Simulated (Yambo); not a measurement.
A free-standing TiS3 monolayer (symmetry Pmmn, slab cell 20.4 Å high), G0W0@PBEsol in Yambo with this input:

```
rim_cut
gw0
dyson
el_el_corr
HF_and_locXC
ppa
em1d
rim_w
RandQpts= 1000000
RandGvec= 2 Ry
CUTGeo= "slab z"
EXXRLvcs= 84 Ry
VXCRLvcs= 336 Ry
Chimod= "HARTREE"
% BndsRnXp
 3 | 109 |
%
NGsBlkXp= 5 Ry
% LongDrXp
 1.0 | 1.0 | 0.0 |
%
RandGvecW= 433 mRy
PPAPntXp= 27.2114 eV
% GbndRnge
 1 | 109 |
%
GTermKind= "BG"
DysSolver= "n"
ExtendOut
```

On a 4×4×1 mesh, with wavefunctions cut at 84 Ry, the gap (Γ → Γ) is 1.112 eV and the valence edge shifts by 0.104 eV.

Q: What happens with this change: 53 bands in G?

A: The gap falls by 0.095 eV, to 1.017 eV; the shift of the valence edge becomes 0.345 eV. Neither run is shown to be the converged limit.

Geometry relaxed with PBEsol; primitive cell a = 3.3721 Å, b = 4.9218 Å, c = 20.4000 Å, α = 90.00°, β = 90.00°, γ = 90.00°.

This is a model layer cut from the bulk structure; whether it is stable on its own was not checked.

A shift is the quasiparticle energy of the state minus its PBEsol energy.
